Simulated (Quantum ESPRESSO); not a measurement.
## GaHf2Mo3TaIr (input and log of a self-consistent run)

Simulated, not a measurement. The program is pw.x of Quantum ESPRESSO 7.5 (plane-wave density functional theory). The cell is made up: eight metal atoms on a hexagonal close-packed lattice, with elements, volume, strain and displacements drawn at random and not relaxed, so it may be unstable or far from any real phase. PseudoDojo standard norm-conserving files set the functional (PBE unless stated); there is no spin polarisation or spin-orbit coupling, the Fermi-Dirac width of 0.25 eV means electrons at about 2900 K, and the masses in the input are unused placeholders. Heavy elements are run without spin-orbit coupling, which real alloys of them have. A spin test at this wide smearing found no moment, but such smearing suppresses magnetism that the real alloy may have.

Input:

```
&control calculation='scf', pseudo_dir='./dojo.nc.sr.pbe.v0_5.standard.upf', outdir='./o', disk_io='minimal', tprnfor=.true., tstress=.true. /
&system ibrav=0, nat=8, ntyp=5, nbnd=72, ecutwfc=79.96652505, nosym=.true., tot_charge=0,
 occupations='smearing', smearing='fd', degauss=0.0183746611
/
&electrons conv_thr=1.470e-08, electron_maxstep=70, mixing_beta=0.5 /
ATOMIC_SPECIES
Ga 1.0 Ga.upf
Hf 1.0 Hf.upf
Ir 1.0 Ir.upf
Mo 1.0 Mo.upf
Ta 1.0 Ta.upf
CELL_PARAMETERS angstrom
0.0698 -0.0469 -4.6924
-0.0819 4.9662 0.0505
5.757 -0.0945 -0.0867
ATOMIC_POSITIONS angstrom
Ga -0.0021 -0.0548 0.0529
Hf 2.8876 -0.0817 0.0248
Mo 1.3666 2.5476 0.0961
Hf 4.2476 2.3626 0.0526
Mo -0.0215 1.5845 -2.3254
Ta 2.8819 1.4662 -2.3666
Ir 1.3843 4.0656 -2.3893
Mo 4.3116 4.096 -2.4879
K_POINTS automatic
5 5 4 1 1 1
```

The log is shortened where brackets say so; the opening notice, blank lines, dates and the lines on written files are dropped, and the path of the files is cut. It prints rydbergs, bohrs and kilobars, and counts compression as positive stress. Its total energy is the free energy E - TS of the whole cell.

```
     Program PWSCF v.7.5
     Parallel version (MPI & OpenMP), running on       4 processor cores
     Number of MPI processes:                 4
     Threads/MPI process:                     1
     [start-up lines left out]
     bravais-lattice index     =            0
     lattice parameter (alat)  =       8.8688  a.u.
     unit-cell volume          =     904.8053 (a.u.)^3
     number of atoms/cell      =            8
     number of atomic types    =            5
     number of electrons       =       109.00
     number of Kohn-Sham states=           72
     kinetic-energy cutoff     =      79.9665  Ry
     charge density cutoff     =     319.8661  Ry
     scf convergence threshold =      1.5E-08
     mixing beta               =       0.5000
     number of iterations used =            8  plain     mixing
     Exchange-correlation= PBE
                           (   1   4   3   4   0   0   0)
     [axes and pseudopotential details left out]
   Cartesian axes
     site n.     atom                  positions (alat units)
         1        Ga     tau(   1) = (  -0.0004475  -0.0116766   0.0112717  )
         2        Hf     tau(   2) = (   0.6152793  -0.0174083   0.0052843  )
         3        Mo     tau(   3) = (   0.2911901   0.5428333   0.0204766  )
         4        Hf     tau(   4) = (   0.9050631   0.5034142   0.0112078  )
         5        Mo     tau(   5) = (  -0.0045811   0.3376195  -0.4954877  )
         6        Ta     tau(   6) = (   0.6140647   0.3124125  -0.5042665  )
         7        Ir     tau(   7) = (   0.2949616   0.8662832  -0.5091033  )
         8        Mo     tau(   8) = (   0.9187000   0.8727607  -0.5301126  )
     number of k points=    50  Fermi-Dirac smearing, width (Ry)=  0.0184
                       cart. coord. in units 2pi/alat
        k(    1) = (   0.1019985   0.0971955  -0.0994703), wk =   0.0400000
        k(    2) = (   0.3059004   0.1005276  -0.0964705), wk =   0.0400000
     [further k points left out]
     Dense  grid:    87433 G-vectors     FFT dimensions: (  54,  54,  64)
     Estimated max dynamical RAM per process >     327.65 MB
     Estimated total dynamical RAM >       1.22 GB
     Initial potential from superposition of free atoms
     starting charge     108.9883, renormalised to     109.0000
     Starting wfcs are   79 randomized atomic wfcs
     total cpu time spent up to now is        4.6 secs
     per-process dynamical memory:   248.6 Mb
     Self-consistent Calculation
     iteration #  1     ecut=    79.97 Ry     beta= 0.50
     Davidson diagonalization with overlap
     ethr =  1.00E-02,  avg # of iterations =  2.3
     total cpu time spent up to now is       15.0 secs
     total energy              =   -1159.65541917 Ry
     estimated scf accuracy    <       2.04658261 Ry
     iteration #  2     ecut=    79.97 Ry     beta= 0.50
     Davidson diagonalization with overlap
     ethr =  1.88E-03,  avg # of iterations =  3.6
     total cpu time spent up to now is       26.7 secs
     total energy              =   -1158.92825328 Ry
     estimated scf accuracy    <      19.09801570 Ry
     iteration #  3     ecut=    79.97 Ry     beta= 0.50
     Davidson diagonalization with overlap
     ethr =  1.88E-03,  avg # of iterations =  2.1
     total cpu time spent up to now is       36.8 secs
     total energy              =   -1160.67371927 Ry
     estimated scf accuracy    <       0.68261177 Ry
     iteration #  4     ecut=    79.97 Ry     beta= 0.50
     Davidson diagonalization with overlap
     ethr =  6.26E-04,  avg # of iterations =  2.0
     total cpu time spent up to now is       45.8 secs
     total energy              =   -1160.73308382 Ry
     estimated scf accuracy    <       0.11190862 Ry
     iteration #  5     ecut=    79.97 Ry     beta= 0.50
     Davidson diagonalization with overlap
     ethr =  1.03E-04,  avg # of iterations =  6.5
     total cpu time spent up to now is       57.6 secs
     total energy              =   -1160.73402101 Ry
     estimated scf accuracy    <       0.15316652 Ry
     [iterations 6 to 14 left out]
     iteration # 15     ecut=    79.97 Ry     beta= 0.50
     Davidson diagonalization with overlap
     ethr =  5.95E-09,  avg # of iterations =  1.5
     total cpu time spent up to now is      151.0 secs
     total energy              =   -1160.75424774 Ry
     estimated scf accuracy    <       0.00000053 Ry
     iteration # 16     ecut=    79.97 Ry     beta= 0.50
     Davidson diagonalization with overlap
     ethr =  4.88E-10,  avg # of iterations =  2.4
     total cpu time spent up to now is      160.4 secs
     total energy              =   -1160.75424782 Ry
     estimated scf accuracy    <       0.00000014 Ry
     iteration # 17     ecut=    79.97 Ry     beta= 0.50
     Davidson diagonalization with overlap
     ethr =  1.27E-10,  avg # of iterations =  2.5
     total cpu time spent up to now is      169.5 secs
     total energy              =   -1160.75424784 Ry
     estimated scf accuracy    <       0.00000002 Ry
     iteration # 18     ecut=    79.97 Ry     beta= 0.50
     Davidson diagonalization with overlap
     ethr =  1.81E-11,  avg # of iterations =  4.4
     total cpu time spent up to now is      180.0 secs
     total energy              =   -1160.75424784 Ry
     estimated scf accuracy    <       0.00000006 Ry
     iteration # 19     ecut=    79.97 Ry     beta= 0.50
     Davidson diagonalization with overlap
     ethr =  1.81E-11,  avg # of iterations =  1.9
     total cpu time spent up to now is      188.7 secs
     End of self-consistent calculation
     [lines on levels left out]
!    total energy              =   -1160.75424784 Ry
     estimated scf accuracy    <          9.2E-10 Ry
     smearing contrib. (-TS)   =      -0.13104628 Ry
     internal energy E=F+TS    =   -1160.62320157 Ry
     The total energy is F=E-TS. E is the sum of the following terms:
     one-electron contribution =    -212.48349852 Ry
     hartree contribution      =     173.97611816 Ry
     xc contribution           =    -234.55795516 Ry
     ewald contribution        =    -887.55786605 Ry
     convergence has been achieved in  19 iterations
     Forces acting on atoms (cartesian axes, Ry/au):
     atom    1 type  1   force =     0.02016671    0.02013889   -0.02700188
     atom    2 type  2   force =    -0.04079224   -0.03446653   -0.06504811
     atom    3 type  4   force =    -0.01259143   -0.02119573   -0.03114232
     atom    4 type  2   force =     0.05620955    0.01359559   -0.05235943
     atom    5 type  4   force =     0.02382725   -0.01155477    0.03341278
     atom    6 type  5   force =    -0.05257049    0.06576428    0.04066113
     atom    7 type  3   force =    -0.01400173   -0.01348275    0.03524028
     atom    8 type  4   force =     0.01975238   -0.01879898    0.06623756
     Total force =     0.183299     Total SCF correction =     0.000071
     Computing stress (Cartesian axis) and pressure
          total   stress  (Ry/bohr**3)                   (kbar)     P=       92.74
   0.00046001   0.00012003   0.00000652           67.67       17.66        0.96
   0.00012003   0.00058050  -0.00000306           17.66       85.39       -0.45
   0.00000652  -0.00000306   0.00085073            0.96       -0.45      125.15
     init_run     :      4.27s CPU      4.48s WALL (       1 calls)
     electrons    :    179.22s CPU    184.11s WALL (       1 calls)
     forces       :      1.90s CPU      1.92s WALL (       1 calls)
     stress       :      6.38s CPU      6.54s WALL (       1 calls)
     [timing details left out]
     PWSCF        :   3m11.90s CPU   3m17.21s WALL
     JOB DONE.
```

In other units: free energy -15792.866 eV for the cell, pressure 9.27 GPa, largest force component 1.703 eV/Å in size. The run took 199 s of wall time with four MPI processes on a shared machine (Intel Xeon, 2023 or later, virtual cores), so the time is rough. A rerun of this cell at a higher cutoff and on a denser mesh moved values by no more than 0.002 eV in energy, 0.04 GPa in stress and 0.007 eV/Å in force, and a second program with other atomic files agreed on that cell to 2 % rms in force and 0.5 GPa in pressure.